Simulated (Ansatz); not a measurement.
Here is the system:

LaLuO₃:
```
LaLuO3
1.0
    4.15264     0.00000     0.00000
    0.00000     4.15264     0.00000
    0.00000     0.00000     4.15264
La Lu O
1 1 3
Direct
  0.00000   0.00000   0.00000
  0.50000   0.50000   0.50000
  0.00000   0.50000   0.50000
  0.50000   0.50000   0.00000
  0.50000   0.00000   0.50000
```

This is the LDA-relaxed structure.

Q: All from the program Ansatz at the LDA level (PAW), unless another level is named. Predict the Born charges (a third of the trace).

A: La +4.60, Lu +3.80, O -2.80 e.

Q: Predict the electronic dielectric constant ε∞ (DFPT).

A: 5.93.

Space group Pm-3m (cubic perovskite). The cell is a constructed one: a structure type filled with these elements; neither database checked (COD, Materials Project) lists it. Its standing as an ambient phase is unchecked. The LDA relaxation kept the symmetry of its start. At this level the phase is dynamically unstable (imaginary phonons). Scalar-relativistic: spin–orbit coupling is off unless named, which matters more the heavier the elements.

Potentials: the later of the program's two PAW sets.
